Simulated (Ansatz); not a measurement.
# Os: reading a single point

```yaml
crystal:
  lattice:
    - [2.70153, 0.00000, 0.00000]
    - [-1.35077, 2.33959, 0.00000]
    - [0.00000, 0.00000, 4.25957]
  atoms:
    - { symbol: Os, position: [0.33330, 0.66670, 0.25000] }
    - { symbol: Os, position: [0.66660, 0.33330, 0.75000] }
```

The numbers come from plane-wave PAW DFT (Ansatz): r2SCAN, no spin polarisation, 500 eV, 14×14×8 Γ-centred k points, fermi-dirac occupations (width 0.1 eV). Nothing was relaxed.

At the Fermi level: It is a metal, with about 1.1 states/eV a cell as the mean within 0.25 eV of the Fermi level, mostly Os d (93 %).
Stress: The pressure is 19.2 GPa (compression positive), so with the atoms held at these fractions the cell would first expand. The principal stresses 18.8, 18.8, 19.9 GPa differ, so its shape would change too.
Contacts: Os–Os at 2.64 Å: least valence density 0.53 e/Å³ and ELF 0.42 there. These are pseudo-fields; inside the PAW spheres they differ from the all-electron ones.

Origin: a database entry at a rescaled volume. Caveats: atoms or cell far from equilibrium.
